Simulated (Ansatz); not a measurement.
CaI2 (CdI2 type, P-3m1), a = b = 4.4898 Å, c = 7.0571 Å, α = β = 90.00°, γ = 120.00°.

Relaxed with r²SCAN+D4. 

### Question
HSE06 on this cell (Ansatz, a first-principles code, PAW) gives a gap of 4.63 eV. What does r²SCAN+D4 give?

### Answer
4.02 eV.

Cost on shared cores: the r²SCAN+D4 run (SCF on a 7×7×4 mesh, then bands and DOS) roughly 90 core-seconds, the HSE06 run (SCF on 5×5×3, then a few points) about 2.1 core-minutes (a rough figure); the tasks are unlike.

The first step of the workflow began from a Materials Project structure, measured or hypothetical; the Crystallography Open Database files this formula in space group No. 164, but the cells were not matched. Whether it is the stable phase at ambient conditions was not checked. The r²SCAN+D4 relaxation kept the symmetry of its start; its stability against distortions is not shown here. Spin–orbit coupling is left out wherever it is not named.

Potentials: the later of the program's two PAW sets.

Ansatz is a plane-wave DFT program.
